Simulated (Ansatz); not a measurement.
A relaxed cell of Ba3Tb is given with its symmetry left out. The cell was found from a structure generator's guess, not taken from experiment.

The calculation used DFT PBE, scalar-relativistic, plane waves, PAW, and for the lanthanide a 4f-in-core norm-conserving potential (Ansatz 0.2.0). Cutoff 690 eV, Γ-centred mesh, Gaussian smearing, no spin polarisation.

```cif
data_structure
_symmetry_space_group_name_H-M 'P 1'
_symmetry_Int_Tables_number 1
_cell_length_a 6.6172
_cell_length_b 6.6172
_cell_length_c 6.6172
_cell_angle_alpha 60.000
_cell_angle_beta 60.000
_cell_angle_gamma 60.000
_cell_volume 204.88
loop_
_atom_site_label
_atom_site_type_symbol
_atom_site_fract_x
_atom_site_fract_y
_atom_site_fract_z
_atom_site_occupancy
Ba1 Ba 0.00000 0.00000 0.00000 1
Ba2 Ba 0.75000 0.75000 0.75000 1
Ba3 Ba 0.25000 0.25000 0.25000 1
Tb1 Tb 0.50000 0.50000 0.50000 1
```

Energies over the elements count from the elements' standard structures at the same level, with no fitted energy shifts.

Problem. Find its symmetry and describe it.

Solution. Fm-3m (No. 225), the BiF3 (D0_3) type. Conventional cell: a = 9.358 Å. Ba on a site of symmetry m-3m is surrounded by 8 Ba at 4.05 Å and 6 Tb at 4.68 Å; Ba on a site of symmetry -43m has 4 Tb at 4.05 Å, 4 Ba at 4.05 Å and 6 Ba at 4.68 Å; Tb has 8 Ba at 4.05 Å and 6 Ba at 4.68 Å.

Problem. How far does it lie from the elements in energy?

Solution. +0.21 eV/atom. It can't be a ground state, since the elements alone are lower.

Problem. Is it a metal?

Solution. Yes, bands cross the Fermi level on the 10×10×10 mesh.

The last run used a 10×10×10 mesh for its 4-atom cell and Gaussian smearing of 0.10 eV. A structure relaxed within its symmetry needn't be a true minimum.

The lanthanide is trivalent by construction, without f bands, f moments or other valences. The reference runs of the other elements, and any phases without the lanthanide, used 420 eV, which shifts energies against them by under 10 meV/atom. The lanthanide's reference is the lowest of its hcp, dhcp and fcc cells.
